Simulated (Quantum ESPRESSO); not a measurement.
Parts of the isotropic shielding in SrO, by PBE GIPAW (a modified build of Quantum ESPRESSO, JTH PAW datasets), 22.5 Ha, k-mesh 6×6×6 shifted:

```
SrO
1.0
    0.00000     2.58379     2.58379
    2.58379     0.00000     2.58379
    2.58379     2.58379     0.00000
Sr O
1 1
Cartesian
  2.58379   2.58379   2.58379
  0.00000   0.00000   0.00000
```
The geometry is a computed Materials Project entry, not a measured one. It is SrO in Fm-3m. Stability against distortions was not tested.

The core term is that of the free atom's frozen core; the paramagnetic column sums the reconstruction terms. Shieldings are absolute and leave out the bulk-susceptibility term; a larger σ means a smaller chemical shift. By our sweeps, such settings leave a few ppm in absolute σ on light atoms and up to some 20 ppm from Zn on. Spin–orbit coupling is left out; its weight grows with the heaviest atom, Sr here.

| site | core | bare (smooth current) | diamagnetic correction | paramagnetic corrections | σ_iso (ppm) |
|---|---|---|---|---|---|
| Sr (atom 1) | 3441.1 | 86.2 | -5.9 | ? | ? |
| O (atom 2) | 271.1 | -48.6 | 25.6 | ? | ? |

Question: Some entries are withheld; supply them.

Answer: 
- Sr (atom 1), paramagnetic corrections: -898.2
- Sr (atom 1), σ_iso (ppm): 2623.2
- O (atom 2), paramagnetic corrections: -464.4
- O (atom 2), σ_iso (ppm): -216.2
